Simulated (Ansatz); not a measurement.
# LuP (rocksalt structure)

The computed numbers are results of PBEsol, scalar-relativistic (no spin polarisation) in the plane-wave PAW code Ansatz at 420 eV, Γ-centred 10×10×10 mesh, 0.05 eV Gaussian smearing; PAW files: Ansatz's generated set soft_2.

```cif
data_structure
_symmetry_space_group_name_H-M 'Fm-3m'
_symmetry_Int_Tables_number 225
_cell_length_a 5.4485
_cell_length_b 5.4485
_cell_length_c 5.4485
_cell_angle_alpha 90.000
_cell_angle_beta 90.000
_cell_angle_gamma 90.000
_cell_volume 161.74
loop_
_atom_site_label
_atom_site_type_symbol
_atom_site_symmetry_multiplicity
_atom_site_Wyckoff_symbol
_atom_site_fract_x
_atom_site_fract_y
_atom_site_fract_z
_atom_site_occupancy
Lu1 Lu 4 b 0.50000 0.00000 0.00000 1
P1 P 4 a 0.00000 0.00000 0.00000 1
```

The cell was built from a prototype; rock salt is the usual structure of such lanthanide and actinide compounds.

The cell above was scaled in volume, its shape and atoms being fixed by the lattice's symmetry. Energies are counted from the cell above.

The cell is relaxed to zero pressure at this level.

| V (Å³/atom) | ΔE (meV/atom) | P (GPa) |
| --- | --- | --- |
| 19.41 | 9.9 | 4.1 |
| 19.81 | 2.3 | 1.9 |
| 20.22 | 0.0 | -0.1 |
| 20.62 | 2.4 | -1.9 |
| 21.03 | ? | ? |

(1) Fill in the withheld row.

(2) What do the points give for the equilibrium volume, the bulk modulus and its pressure derivative (third-order Birch–Murnaghan)?

Answers:

(1) ΔE (meV/atom): 9.2, P (GPa): -3.5.

(2) V0 = 20.21 Å³/atom, B0 = 94 GPa, B0′ = 3.2.

B0·V0 = 94.4 GPa × 20.21 Å³ = 11.91 eV/atom sets the scale: near the minimum ΔE ≈ ½ B0 V0 x², with x = V/V0 − 1, and a pressure of 0.9 GPa squeezes the volume by about 1 %. At the ends of the curve: x = −4.0 % predicts 9.3 meV/atom and the run gives 9.9; x = +4.0 % predicts 9.7 meV/atom and the run gives 9.2. The curve is steeper than the parabola on the compressed side and flatter on the expanded side: the bulk modulus rises with pressure.

Scalar-relativistic only: spin–orbit splittings of the heavy atoms' levels are missing. The run is a metal.
